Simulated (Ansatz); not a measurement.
ReTe2:
```yaml
crystal:
  lattice:
    - [1.67920, 0.96949, 6.95359]
    - [-1.67920, 0.96949, 6.95359]
    - [0.00000, -1.93898, 6.95359]
  atoms:
    - { symbol: Re, position: [0.00000, 0.00000, 0.00000] }
    - { symbol: Te, position: [0.24374, 0.24374, 0.24374] }
    - { symbol: Te, position: [0.75626, 0.75626, 0.75626] }
```

Relaxed with LDA. Special points in fractions of this cell's reciprocal vectors: Γ (0.000, 0.000, 0.000); T (0.500, 0.500, 0.500); H2 (0.820, 0.180, 0.500); H0 (0.500, -0.180, 0.180); L (0.500, 0.000, 0.000); S0 (0.340, -0.340, 0.000); S2 (0.660, 0.000, 0.340); F (0.500, 0.000, 0.500).

### Question
List the band energies nearest the Fermi level at these points for LDA (plane waves, PAW; program Ansatz).

### Answer
In eV from the Fermi level; about four levels below and three above (degenerate sets whole), none deeper than 8.9 eV; points with the same levels are listed once.

```tsv
k	below	above
Γ	-2.87 -1.77 -1.48 -1.48	1.70 1.70 3.52 3.52
T	-3.10 -3.10 -1.63 -1.47 -1.47	1.45 1.45 3.82 3.82
H2	-3.76 -3.57 -0.99 -0.26	0.05 1.97 1.98
L	-3.63 -2.92 -2.88 -0.67	0.39 0.65 1.77
S0	-3.87 -3.55 -0.97 -0.24	0.02 1.74 2.15
F	-3.52 -3.13 -3.04 -1.11	0.29 0.39 1.97
```

Space group R-3m. A made-up cell: these elements were put on the sites of a structure type; neither database checked (COD, Materials Project) lists it. Its standing as an ambient phase is unchecked. Symmetry was held in the LDA relaxation; whether a distortion lowers the energy is not shown. No spin polarisation was allowed. A crystal of weakly bound layers computed without a dispersion correction: the cell and the soft elastic constants depend strongly on that. With an odd number of electrons in the cell and no spin polarisation, the count alone makes it a metal. Spin–orbit coupling is left out wherever it is not named.

Potentials: the later of the program's two PAW sets.
